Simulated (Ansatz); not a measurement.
## Density of states of Bi2Te3

```
CELL_PARAMETERS angstrom
2.19300 1.26613 10.16567
-2.19300 1.26613 10.16567
0.00000 -2.53226 10.16567
ATOMIC_POSITIONS crystal
Bi 0.40000 0.40000 0.40000
Bi 0.60000 0.60000 0.60000
Te 0.00000 0.00000 0.00000
Te 0.20950 0.20950 0.20950
Te 0.79050 0.79050 0.79050
```

The cell is COD entry 9011962, as deposited and not checked against the literature; nothing was relaxed.

Spin–orbit coupling is left out, though it moves levels of the heavy atoms by tenths of an eV or more.

All numbers below come from DFT, PBEsol, all-electron LAPW, scalar-relativistic in Ansatz 0.2.0.

Numerical set-up: a Γ-centred 7×7×7 k mesh, Fermi–Dirac smearing of 0.08 eV, basis error target 1 meV/atom, no spin polarisation.

States per eV and cell, averaged over 0.4 eV, from -9.9 to 5.9 eV, with energies (bin centres) from the valence-band top; empty bins are left out. The partial columns, the largest 4 alone, are projections on Löwdin-orthogonalised atomic shells (those that the program's projection atoms carry: the occupied ones and, for some elements, an empty d or f shell; other empty shells have no column), summed over atoms of an element. Weights on diffuse s and p shells depend on that basis and aren't pure angular character.

```json
{"E (eV)": "-9.8", "total": "3.06", "Te 5p": "0.18", "Bi 6p": "0.12", "Te 5s": "1.58", "Bi 6s": "1.17"}
{"E (eV)": "-9.4", "total": "1.52", "Te 5p": "0.09", "Bi 6p": "0.07", "Te 5s": "0.78", "Bi 6s": "0.59"}
{"E (eV)": "-9.0", "total": "0.82", "Te 5p": "0.04", "Bi 6p": "0.03", "Te 5s": "0.41", "Bi 6s": "0.33"}
{"E (eV)": "-8.6", "total": "0.57", "Te 5p": "0.03", "Bi 6p": "0.01", "Te 5s": "0.29", "Bi 6s": "0.23"}
{"E (eV)": "-8.2", "total": "0.25", "Te 5p": "0.01", "Bi 6p": "0.00", "Te 5s": "0.13", "Bi 6s": "0.10"}
{"E (eV)": "-7.8", "total": "0.01", "Te 5p": "0.00", "Bi 6p": "0.00", "Te 5s": "0.00", "Bi 6s": "0.00"}
{"E (eV)": "-5.4", "total": "0.04", "Te 5p": "0.02", "Bi 6p": "0.02", "Te 5s": "0.00", "Bi 6s": "0.00"}
{"E (eV)": "-5.0", "total": "1.61", "Te 5p": "0.91", "Bi 6p": "0.67", "Te 5s": "0.03", "Bi 6s": "0.00"}
{"E (eV)": "-4.6", "total": "2.04", "Te 5p": "1.16", "Bi 6p": "0.83", "Te 5s": "0.03", "Bi 6s": "0.01"}
{"E (eV)": "-4.2", "total": "2.80", "Te 5p": "1.69", "Bi 6p": "1.03", "Te 5s": "0.04", "Bi 6s": "0.02"}
{"E (eV)": "-3.8", "total": "4.42", "Te 5p": "2.70", "Bi 6p": "1.56", "Te 5s": "0.10", "Bi 6s": "0.04"}
{"E (eV)": "-3.4", "total": "4.92", "Te 5p": "3.03", "Bi 6p": "1.70", "Te 5s": "0.10", "Bi 6s": "0.05"}
{"E (eV)": "-3.0", "total": "3.87", "Te 5p": "2.37", "Bi 6p": "1.33", "Te 5s": "0.09", "Bi 6s": "0.05"}
{"E (eV)": "-2.6", "total": "5.31", "Te 5p": "3.22", "Bi 6p": "1.78", "Te 5s": "0.17", "Bi 6s": "0.08"}
{"E (eV)": "-2.2", "total": "3.77", "Te 5p": "2.49", "Bi 6p": "1.07", "Te 5s": "0.10", "Bi 6s": "0.06"}
{"E (eV)": "-1.8", "total": "3.23", "Te 5p": "2.38", "Bi 6p": "0.66", "Te 5s": "0.06", "Bi 6s": "0.09"}
{"E (eV)": "-1.4", "total": "3.41", "Te 5p": "2.76", "Bi 6p": "0.41", "Te 5s": "0.06", "Bi 6s": "0.12"}
{"E (eV)": "-1.0", "total": "6.79", "Te 5p": "5.70", "Bi 6p": "0.58", "Te 5s": "0.09", "Bi 6s": "0.30"}
{"E (eV)": "-0.6", "total": "2.62", "Te 5p": "2.12", "Bi 6p": "0.24", "Te 5s": "0.05", "Bi 6s": "0.16"}
{"E (eV)": "-0.2", "total": "0.16", "Te 5p": "0.11", "Bi 6p": "0.02", "Te 5s": "0.01", "Bi 6s": "0.01"}
{"E (eV)": "0.6", "total": "0.51", "Te 5p": "0.13", "Bi 6p": "0.30", "Te 5s": "0.05", "Bi 6s": "0.01"}
{"E (eV)": "1.0", "total": "4.44", "Te 5p": "1.41", "Bi 6p": "2.56", "Te 5s": "0.23", "Bi 6s": "0.03"}
{"E (eV)": "1.4", "total": "5.16", "Te 5p": "1.92", "Bi 6p": "2.78", "Te 5s": "0.17", "Bi 6s": "0.04"}
{"E (eV)": "1.8", "total": "3.35", "Te 5p": "1.39", "Bi 6p": "1.67", "Te 5s": "0.09", "Bi 6s": "0.03"}
{"E (eV)": "2.2", "total": "3.12", "Te 5p": "1.33", "Bi 6p": "1.53", "Te 5s": "0.06", "Bi 6s": "0.02"}
{"E (eV)": "2.6", "total": "3.32", "Te 5p": "1.26", "Bi 6p": "1.58", "Te 5s": "0.05", "Bi 6s": "0.01"}
{"E (eV)": "3.0", "total": "3.50", "Te 5p": "1.34", "Bi 6p": "1.63", "Te 5s": "0.04", "Bi 6s": "0.01"}
{"E (eV)": "3.4", "total": "3.86", "Te 5p": "1.27", "Bi 6p": "1.39", "Te 5s": "0.03", "Bi 6s": "0.01"}
{"E (eV)": "3.8", "total": "3.32", "Te 5p": "0.96", "Bi 6p": "0.97", "Te 5s": "0.02", "Bi 6s": "0.00"}
{"E (eV)": "4.2", "total": "2.69", "Te 5p": "0.69", "Bi 6p": "0.68", "Te 5s": "0.01", "Bi 6s": "0.00"}
{"E (eV)": "4.6", "total": "2.90", "Te 5p": "0.41", "Bi 6p": "0.38", "Te 5s": "0.01", "Bi 6s": "0.00"}
{"E (eV)": "5.0", "total": "2.54", "Te 5p": "0.12", "Bi 6p": "0.11", "Te 5s": "0.00", "Bi 6s": "0.00"}
{"E (eV)": "5.4", "total": "2.22", "Te 5p": "0.03", "Bi 6p": "0.03", "Te 5s": "0.00", "Bi 6s": "0.00"}
{"E (eV)": "5.8", "total": "2.60", "Te 5p": "0.02", "Bi 6p": "0.02", "Te 5s": "0.00", "Bi 6s": "0.00"}
```

**Question.** Which of the resolved shells contributes most in the top eV of the valence band?

**Answer.** Te 5p, with 82 % of all states there; Bi 6p follows with 9 %.
